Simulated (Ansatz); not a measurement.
The relaxed structure here is a generated cell of FeSi: the first start was made by a random draw of sites in a space group, and the end was not matched to a known phase here, so it may be hypothetical.

A relaxed structure of FeSi. Space group P4₁ (No. 76). Calculation: PBEsol (plane waves to 420 eV, PAW, scalar-relativistic; Ansatz, a quantum-chemistry and plane-wave program).

Space group P4₁ (No. 76); a = b = 6.3266 Å, c = 2.5192 Å, α = β = γ = 90.00°

| atom | site | symmetry | x | y | z |
|---|---|---|---|---|---|
| Fe | 4a | 1 | 0.1288 | 0.2336 | 0.2296 |
| Si | 4a | 1 | 0.1691 | 0.5746 | 0.4624 |

Task: Estimate the magnetic moment that PBEsol returns for this input.

Result: Net 0.55 μB/atom, ferromagnetic.

Spin state reached: ferromagnetic (net 0.55 μB/atom), from parallel starting moments; other spin orders were not run from this start.

The run could not lose the symmetry of its start, so the end can be a saddle point.
